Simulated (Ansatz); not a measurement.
# NiGe3, before and after

Recipe of this trial structure of NiGe3: random cell by space group and Wyckoff sites (Pm-3m, No. 221). The dimensions are guesses.

start.cif

```cif
data_structure
_symmetry_space_group_name_H-M 'Pm-3m'
_symmetry_Int_Tables_number 221
_cell_length_a 4.3558
_cell_length_b 4.3558
_cell_length_c 4.3558
_cell_angle_alpha 90.000
_cell_angle_beta 90.000
_cell_angle_gamma 90.000
_cell_volume 82.64
loop_
_atom_site_label
_atom_site_type_symbol
_atom_site_symmetry_multiplicity
_atom_site_Wyckoff_symbol
_atom_site_fract_x
_atom_site_fract_y
_atom_site_fract_z
_atom_site_occupancy
Ni1 Ni 1 b 0.50000 0.50000 0.50000 1
Ge1 Ge 3 d 0.50000 0.00000 0.00000 1
```

Theory: Ansatz, DFT PBE, scalar-relativistic, plane waves, PAW. Cutoff 420 eV, Gaussian smearing, Γ-centred meshes. Cell and atoms relax first on a coarse mesh and then on a finer one. In between, the cell is made exact in the group found at 0.06 Å. In metals the finer mesh still leaves noise of several meV/atom or more. The steps can't lower the symmetry of their start. Collinear spin, starting moments Ni 2.0 μB.

end.cif

```cif
data_structure
_symmetry_space_group_name_H-M 'Pm-3m'
_symmetry_Int_Tables_number 221
_cell_length_a 4.0353
_cell_length_b 4.0353
_cell_length_c 4.0353
_cell_angle_alpha 90.000
_cell_angle_beta 90.000
_cell_angle_gamma 90.000
_cell_volume 65.71
loop_
_atom_site_label
_atom_site_type_symbol
_atom_site_symmetry_multiplicity
_atom_site_Wyckoff_symbol
_atom_site_fract_x
_atom_site_fract_y
_atom_site_fract_z
_atom_site_occupancy
Ni1 Ni 1 b 0.50000 0.50000 0.50000 1
Ge1 Ge 3 d 0.50000 0.00000 0.00000 1
```

The symmetry stays Pm-3m (No. 221). The end has the Cu3Au (L1_2) type. The volume per atom shrinks by 20.5 %, from 20.7 to 16.4 Å³. The shortest distance goes from 3.08 Å (Ni–Ge and Ge–Ge) to 2.85 Å (Ni–Ge and Ge–Ge). The energy falls by about 0.21 eV/atom (the start's value is from the coarse mesh).

```
Volume per atom                             : 16.43 Å³
Density                                     : 6.99 g/cm³
Energy over the elements                    : +0.28 eV/atom
Gap on the 12×12×12 mesh of the 4-atom cell : 0 eV (a metal)
Net moment per atom                         : 0.00 μB
Moment by site                              : all under 0.1 μB
```

Formation energies are uncorrected and refer to the elements' standard structures at the same level. A positive value: parting into the elements would lower its energy.

The last run used collinear spin and Gaussian smearing of 0.10 eV. A structure relaxed within its symmetry needn't be a true minimum. In all, the 3 runs took 2.7 min on 1 thread of Arm Neoverse V1, on a shared host. Site moments count only spheres around the atoms; the net moment includes the space between them.
